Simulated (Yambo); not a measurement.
KPSO₃H₂ (space group Cm, No. 8), G0W0@PBEsol in Yambo with this input:

```
rim_cut
gw0
dyson
el_el_corr
HF_and_locXC
ppa
em1d
RandQpts= 1000000
RandGvec= 1 Ry
EXXRLvcs= 84 Ry
VXCRLvcs= 336 Ry
Chimod= "HARTREE"
% BndsRnXp
 1 | 171 |
%
NGsBlkXp= 7 Ry
% LongDrXp
 1.0 | 1.0 | 1.0 |
%
PPAPntXp= 27.2114 eV
% GbndRnge
 1 | 171 |
%
GTermKind= "BG"
DysSolver= "n"
ExtendOut
```

On a 2×2×2 mesh, with wavefunctions cut at 84 Ry, the gap ((0, 0, -0.5) → Γ) is 7.126 eV and the valence edge shifts by -1.738 eV.

Task: What happens with this change: no random integration?

Result: The gap falls by 0.099 eV, to 7.027 eV; the shift of the valence edge becomes -1.527 eV. Neither run is shown to be the converged limit.

Geometry of the Materials Project entry, not relaxed at this level; primitive cell a = 4.582 Å, b = 4.582 Å, c = 6.017 Å, α = 103.05°, β = 103.05°, γ = 88.15°.

A shift is the quasiparticle energy of the state minus its PBEsol energy.
